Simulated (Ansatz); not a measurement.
Ru3W:
```
Ru3W
1.0
    3.83431     0.00000     0.00000
    0.00000     3.83431     0.00000
    0.00000     0.00000     3.83431
Ru W
3 1
Direct
  0.00000   0.50000   0.50000
  0.50000   0.50000   0.00000
  0.50000   0.00000   0.50000
  0.00000   0.00000   0.00000
```

Relaxed with r²SCAN. Special points in fractions of this cell's reciprocal vectors: Γ (0.000, 0.000, 0.000); X (0.000, 0.500, 0.000); M (0.500, 0.500, 0.000); R (0.500, 0.500, 0.500).

List the band energies nearest the Fermi level at these points for the program Ansatz at the r²SCAN level (PAW).

In eV from the Fermi level; about four levels below and three above (degenerate sets whole), none deeper than 8.9 eV; points with the same levels are listed once.

```tsv
k	below	above
Γ	-5.88 -5.88 -5.88 -2.24 -2.24 -2.24	0.32 0.32 1.83
X	-1.08 -0.63 -0.63 -0.46	0.55 0.55 0.83
M	-1.16 -1.16 -0.32 -0.09	0.86 1.17 1.17
R	-2.33 -2.33 -2.33 -2.07 -2.07	0.94 0.94 0.94
```

Space group Pm-3m (Cu3Au type). The cell is a constructed one: a structure type filled with these elements; neither database checked (COD, Materials Project) lists it. Whether it is the stable phase at ambient conditions was not checked. The cell was relaxed with r²SCAN under the symmetry of its start; its stability against distortions is not shown here. No spin polarisation was allowed. Spin–orbit coupling is left out wherever it is not named.

Potentials: the earlier of the program's two PAW sets.
